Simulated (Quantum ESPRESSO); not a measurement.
## Ti4O6FN (one run as intended and one with a planted mistake)

Simulated, not a measurement. The program is pw.x of Quantum ESPRESSO 7.5 (plane-wave density functional theory). The cell is made up: 12 atoms on a rutile lattice, with randomly drawn elements, strain and displacements, not relaxed. PseudoDojo standard norm-conserving files (v0.5 for PBE, v0.4.1 for LDA and PBEsol) set the functional; there is no spin polarisation, spin-orbit coupling or dispersion term, and the masses in the input are unused placeholders.

Intended input:

```
&control calculation='scf', pseudo_dir='./dojo.nc.sr.pbe.v0_5.standard.upf', outdir='./o', disk_io='low', tprnfor=.true., tstress=.true. /
&system ibrav=0, nat=12, ntyp=4, nbnd=54, ecutwfc=84.00895049, nosym=.true., tot_charge=0,
 occupations='smearing', smearing='fd', degauss=0.0018374661
/
&electrons conv_thr=7.350e-09, electron_maxstep=60, /
ATOMIC_SPECIES
F 1.0 F.upf
N 1.0 N.upf
O 1.0 O.upf
Ti 1.0 Ti.upf
CELL_PARAMETERS angstrom
4.6533 0.0 0.0
0.0 4.6533 0.0
0.0 0.0 5.9442
ATOMIC_POSITIONS angstrom
Ti -0.0749 -0.0432 -0.0803
Ti 2.3065 2.3247 1.4878
Ti -0.0629 0.1143 2.9712
Ti 2.4085 2.2395 4.5077
O 1.3663 1.4415 -0.0245
O 3.3495 3.1749 -0.0594
O 3.7469 0.9455 1.507
O 0.892 3.7439 1.5055
O 1.5969 1.426 2.9995
O 3.1539 3.2785 2.9249
F 3.6123 0.8126 4.3302
N 0.8943 3.7447 4.5744
K_POINTS automatic
5 5 4 1 1 1
```

The log is shortened where brackets say so; the opening notice, blank lines, dates and the lines on written files are dropped, and the path of the files is cut. It prints rydbergs, bohrs and kilobars, and counts compression as positive stress. Where no state is partly filled, the Fermi energy that it prints is only some level between the filled and the empty states on the mesh, and need not lie in the true gap.

Log of the intended run:

```
     Program PWSCF v.7.5
     Parallel version (MPI & OpenMP), running on       4 processor cores
     Number of MPI processes:                 4
     Threads/MPI process:                     1
     [start-up lines left out]
     bravais-lattice index     =            0
     lattice parameter (alat)  =       8.7935  a.u.
     unit-cell volume          =     868.5846 (a.u.)^3
     number of atoms/cell      =           12
     number of atomic types    =            4
     number of electrons       =        96.00
     number of Kohn-Sham states=           54
     kinetic-energy cutoff     =      84.0090  Ry
     charge density cutoff     =     336.0358  Ry
     scf convergence threshold =      7.3E-09
     mixing beta               =       0.7000
     number of iterations used =            8  plain     mixing
     Exchange-correlation= PBE
                           (   1   4   3   4   0   0   0)
     [axes and pseudopotential details left out]
   Cartesian axes
     site n.     atom                  positions (alat units)
         1        Ti     tau(   1) = (  -0.0160961  -0.0092837  -0.0172566  )
         2        Ti     tau(   2) = (   0.4956697   0.4995809   0.3197301  )
         3        Ti     tau(   3) = (  -0.0135173   0.0245632   0.6385146  )
         4        Ti     tau(   4) = (   0.5175897   0.4812714   0.9687104  )
         5        O      tau(   5) = (   0.2936196   0.3097802  -0.0052651  )
         6        O      tau(   6) = (   0.7198117   0.6822900  -0.0127651  )
         7        O      tau(   7) = (   0.8052135   0.2031891   0.3238562  )
         8        O      tau(   8) = (   0.1916919   0.8045688   0.3235338  )
         9        O      tau(   9) = (   0.3431758   0.3064492   0.6445963  )
        10        O      tau(  10) = (   0.6777771   0.7045538   0.6285647  )
        11        F      tau(  11) = (   0.7762878   0.1746288   0.9305654  )
        12        N      tau(  12) = (   0.1921862   0.8047407   0.9830443  )
     number of k points=    50  Fermi-Dirac smearing, width (Ry)=  0.0018
                       cart. coord. in units 2pi/alat
        k(    1) = (   0.1000000   0.1000000   0.0978538), wk =   0.0400000
        k(    2) = (   0.1000000   0.1000000   0.2935614), wk =   0.0400000
     [further k points left out]
     Dense  grid:    90389 G-vectors     FFT dimensions: (  54,  54,  72)
     Estimated max dynamical RAM per process >     263.81 MB
     Estimated total dynamical RAM >     989.05 MB
     Initial potential from superposition of free atoms
     starting charge      95.9936, renormalised to      96.0000
     Starting wfcs are   72 randomized atomic wfcs
     total cpu time spent up to now is        4.5 secs
     per-process dynamical memory:   210.9 Mb
     Self-consistent Calculation
     iteration #  1     ecut=    84.01 Ry     beta= 0.70
     Davidson diagonalization with overlap
     ethr =  1.00E-02,  avg # of iterations =  2.0
     total cpu time spent up to now is       11.2 secs
     total energy              =    -741.17202200 Ry
     estimated scf accuracy    <       5.96324445 Ry
     iteration #  2     ecut=    84.01 Ry     beta= 0.70
     Davidson diagonalization with overlap
     ethr =  6.21E-03,  avg # of iterations =  8.1
     total cpu time spent up to now is       25.5 secs
     total energy              =    -733.76812757 Ry
     estimated scf accuracy    <      81.54218537 Ry
     [iterations 3 to 21 left out]
     iteration # 22     ecut=    84.01 Ry     beta= 0.70
     Davidson diagonalization with overlap
     ethr =  1.24E-11,  avg # of iterations =  4.9
     total cpu time spent up to now is      203.7 secs
     total energy              =    -744.50900563 Ry
     estimated scf accuracy    <       0.00000001 Ry
     iteration # 23     ecut=    84.01 Ry     beta= 0.70
     Davidson diagonalization with overlap
     ethr =  1.24E-11,  avg # of iterations =  4.5
     total cpu time spent up to now is      211.3 secs
     End of self-consistent calculation
     [lines on levels left out]
     the Fermi energy is    10.2571 ev
!    total energy              =    -744.50900563 Ry
     estimated scf accuracy    <          1.2E-09 Ry
     smearing contrib. (-TS)   =      -0.00000000 Ry
     internal energy E=F+TS    =    -744.50900563 Ry
     The total energy is F=E-TS. E is the sum of the following terms:
     one-electron contribution =    -266.99102236 Ry
     hartree contribution      =     179.85989757 Ry
     xc contribution           =    -137.09518432 Ry
     ewald contribution        =    -520.28269653 Ry
     convergence has been achieved in  23 iterations
     Forces acting on atoms (cartesian axes, Ry/au):
     atom    1 type  4   force =     0.12343267   -0.07166345    0.07161422
     atom    2 type  4   force =    -0.01907648    0.02832692    0.02029390
     atom    3 type  4   force =     0.14462969   -0.15833306   -0.16044570
     atom    4 type  4   force =    -0.16886223    0.17614462   -0.00628013
     atom    5 type  3   force =     0.03346638    0.00940984   -0.00794098
     atom    6 type  3   force =    -0.04278015   -0.02848377    0.01187165
     atom    7 type  3   force =    -0.00746576    0.01333914    0.01240234
     atom    8 type  3   force =    -0.01774566    0.01994449    0.00847289
     atom    9 type  3   force =    -0.07484535   -0.04113372   -0.00807394
     atom   10 type  3   force =     0.04608731    0.01648538    0.02221821
     atom   11 type  1   force =    -0.00924600    0.01200335    0.07731635
     atom   12 type  2   force =    -0.00759442    0.02396025   -0.04144882
     Total force =     0.427107     Total SCF correction =     0.000082
     Computing stress (Cartesian axis) and pressure
          total   stress  (Ry/bohr**3)                   (kbar)     P=       53.21
   0.00033519  -0.00021945  -0.00021913           49.31      -32.28      -32.23
  -0.00021945   0.00035336   0.00018494          -32.28       51.98       27.21
  -0.00021913   0.00018494   0.00039650          -32.23       27.21       58.33
     init_run     :      4.16s CPU      4.34s WALL (       1 calls)
     electrons    :    206.35s CPU    206.86s WALL (       1 calls)
     forces       :      1.50s CPU      1.52s WALL (       1 calls)
     stress       :      4.83s CPU      4.84s WALL (       1 calls)
     [timing details left out]
     PWSCF        :   3m37.01s CPU   3m37.79s WALL
     JOB DONE.
```

A second run has one planted mistake: the cell has the wrong charge. The input lines that differ, file-writing options aside:

```
- &system ibrav=0, nat=12, ntyp=4, nbnd=54, ecutwfc=84.00895049, nosym=.true., tot_charge=0,
+ &system ibrav=0, nat=12, ntyp=4, nbnd=55, ecutwfc=84.00895049, nosym=.true., tot_charge=-1,
```

Its log:

```
     Program PWSCF v.7.5
     Parallel version (MPI & OpenMP), running on       4 processor cores
     Number of MPI processes:                 4
     Threads/MPI process:                     1
     [start-up lines left out]
     bravais-lattice index     =            0
     lattice parameter (alat)  =       8.7935  a.u.
     unit-cell volume          =     868.5846 (a.u.)^3
     number of atoms/cell      =           12
     number of atomic types    =            4
     number of electrons       =        97.00
     number of Kohn-Sham states=           55
     kinetic-energy cutoff     =      84.0090  Ry
     charge density cutoff     =     336.0358  Ry
     scf convergence threshold =      7.3E-09
     mixing beta               =       0.7000
     number of iterations used =            8  plain     mixing
     Exchange-correlation= PBE
                           (   1   4   3   4   0   0   0)
     [axes and pseudopotential details left out]
   Cartesian axes
     site n.     atom                  positions (alat units)
         1        Ti     tau(   1) = (  -0.0160961  -0.0092837  -0.0172566  )
         2        Ti     tau(   2) = (   0.4956697   0.4995809   0.3197301  )
         3        Ti     tau(   3) = (  -0.0135173   0.0245632   0.6385146  )
         4        Ti     tau(   4) = (   0.5175897   0.4812714   0.9687104  )
         5        O      tau(   5) = (   0.2936196   0.3097802  -0.0052651  )
         6        O      tau(   6) = (   0.7198117   0.6822900  -0.0127651  )
         7        O      tau(   7) = (   0.8052135   0.2031891   0.3238562  )
         8        O      tau(   8) = (   0.1916919   0.8045688   0.3235338  )
         9        O      tau(   9) = (   0.3431758   0.3064492   0.6445963  )
        10        O      tau(  10) = (   0.6777771   0.7045538   0.6285647  )
        11        F      tau(  11) = (   0.7762878   0.1746288   0.9305654  )
        12        N      tau(  12) = (   0.1921862   0.8047407   0.9830443  )
     number of k points=    50  Fermi-Dirac smearing, width (Ry)=  0.0018
                       cart. coord. in units 2pi/alat
        k(    1) = (   0.1000000   0.1000000   0.0978538), wk =   0.0400000
        k(    2) = (   0.1000000   0.1000000   0.2935614), wk =   0.0400000
     [further k points left out]
     Dense  grid:    90389 G-vectors     FFT dimensions: (  54,  54,  72)
     Estimated max dynamical RAM per process >     266.94 MB
     Estimated total dynamical RAM >    1001.55 MB
     Initial potential from superposition of free atoms
     starting charge      95.9936, renormalised to      97.0000
     Starting wfcs are   72 randomized atomic wfcs
     total cpu time spent up to now is        4.5 secs
     per-process dynamical memory:   213.4 Mb
     Self-consistent Calculation
     iteration #  1     ecut=    84.01 Ry     beta= 0.70
     Davidson diagonalization with overlap
     ethr =  1.00E-02,  avg # of iterations =  2.0
     total cpu time spent up to now is       11.7 secs
     total energy              =    -740.62432135 Ry
     estimated scf accuracy    <       5.50602595 Ry
     iteration #  2     ecut=    84.01 Ry     beta= 0.70
     Davidson diagonalization with overlap
     ethr =  5.68E-03,  avg # of iterations =  7.3
     total cpu time spent up to now is       26.3 secs
     total energy              =    -734.03558356 Ry
     estimated scf accuracy    <      67.76594627 Ry
     [iterations 3 to 22 left out]
     iteration # 23     ecut=    84.01 Ry     beta= 0.70
     Davidson diagonalization with overlap
     ethr =  2.29E-11,  avg # of iterations =  5.7
     total cpu time spent up to now is      226.0 secs
     total energy              =    -743.69577957 Ry
     estimated scf accuracy    <          7.4E-09 Ry
     iteration # 24     ecut=    84.01 Ry     beta= 0.70
     Davidson diagonalization with overlap
     ethr =  7.64E-12,  avg # of iterations =  4.1
     total cpu time spent up to now is      234.1 secs
     End of self-consistent calculation
     [lines on levels left out]
     the Fermi energy is    11.3008 ev
!    total energy              =    -743.69577957 Ry
     estimated scf accuracy    <          1.6E-09 Ry
     smearing contrib. (-TS)   =      -0.00138544 Ry
     internal energy E=F+TS    =    -743.69439412 Ry
     The total energy is F=E-TS. E is the sum of the following terms:
     one-electron contribution =    -266.73989082 Ry
     hartree contribution      =     181.56788064 Ry
     xc contribution           =    -138.23968741 Ry
     ewald contribution        =    -520.28269653 Ry
     convergence has been achieved in  24 iterations
     Forces acting on atoms (cartesian axes, Ry/au):
     atom    1 type  4   force =     0.12481793   -0.06828984    0.06575222
     atom    2 type  4   force =    -0.01888323    0.02719255    0.01474347
     atom    3 type  4   force =     0.14836750   -0.15801339   -0.14143303
     atom    4 type  4   force =    -0.16466705    0.17625898   -0.01014985
     atom    5 type  3   force =     0.02509824    0.00143544   -0.00082097
     atom    6 type  3   force =    -0.04118359   -0.02138707    0.01922044
     atom    7 type  3   force =    -0.01282008    0.02112033    0.00271335
     atom    8 type  3   force =    -0.01090386    0.01692187    0.00097960
     atom    9 type  3   force =    -0.07846045   -0.04582231   -0.01140998
     atom   10 type  3   force =     0.04743006    0.01564258    0.02166924
     atom   11 type  1   force =    -0.01555646    0.01609296    0.07771361
     atom   12 type  2   force =    -0.00323901    0.01884790   -0.03897810
     Total force =     0.418455     Total SCF correction =     0.000093
     Computing stress (Cartesian axis) and pressure
          total   stress  (Ry/bohr**3)                   (kbar)     P=      260.27
   0.00177045  -0.00019744  -0.00021687          260.44      -29.05      -31.90
  -0.00019744   0.00178543   0.00019793          -29.05      262.65       29.12
  -0.00021687   0.00019793   0.00175188          -31.90       29.12      257.71
     init_run     :      4.29s CPU      4.50s WALL (       1 calls)
     electrons    :    228.44s CPU    229.55s WALL (       1 calls)
     forces       :      1.50s CPU      1.52s WALL (       1 calls)
     stress       :      4.93s CPU      4.94s WALL (       1 calls)
     [timing details left out]
     PWSCF        :   3m59.25s CPU   4m 0.68s WALL
     JOB DONE.
```

|  | intended run | run with the mistake |
| --- | --- | --- |
| free energy (eV) | -10129.561 | -10118.497 |
| smearing term -TS (eV) | 0.0000 | -0.0188 |
| pressure (GPa) | 5.32 | 26.03 |
| largest force component (eV/Å) | 4.529 | 4.532 |
| largest change of a force component (eV/Å) |  | 0.489 |
| iterations | 23 | 24 |

For scale, a rerun of the intended cell at a cutoff of 1437 eV and k mesh 7 x 7 x 6 moved values by no more than 0.004 eV in energy, 0.04 GPa in stress and 0.002 eV/Å in force. The charged cell sits in a uniform background, so its energy and stress rest on the program's zero of potential. The number of bands, nbnd, was set by rule from the electron count and the smearing, so it follows the mistake.